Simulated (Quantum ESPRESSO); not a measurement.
```xyz
12
Lattice="4.3562 0.0000 0.0000 1.3975 4.9756 0.0000 0.2667 2.0438 8.7995" Properties=species:S:1:pos:R:3 pbc="T T T"
O      3.0260     3.6469     2.1338
O      2.9944     3.3726     6.6657
O      3.0533     0.4804     1.2515
O      2.9670     6.5390     7.5480
O      4.5724     4.6465     3.6147
O      1.4479     2.3729     5.1848
O      4.7165     5.9438     6.0693
O      1.3038     1.0757     2.7302
S      2.3250     2.1086     6.4336
S      3.6953     4.9108     2.3659
Rb     0.6988     2.4878     0.0000
Au     0.1333     1.0219     4.3998
```

The geometry is that of Materials Project entry mp-555741, symmetrised and not relaxed again.

### Question
What does LDA (pw.x of Quantum ESPRESSO, ONCV potentials, without SOC) give for the electronic structure near the Fermi level?

### Answer
The LDA gap is indirect, 1.58 eV, from R to 60 % of the way from N to Γ; the smallest direct gap is 1.70 eV. Another conduction extremum on the path lies within 0.02 eV, too close to call. Spin-orbit coupling is left out, which matters for elements this heavy: edges can move by tenths of an eV.
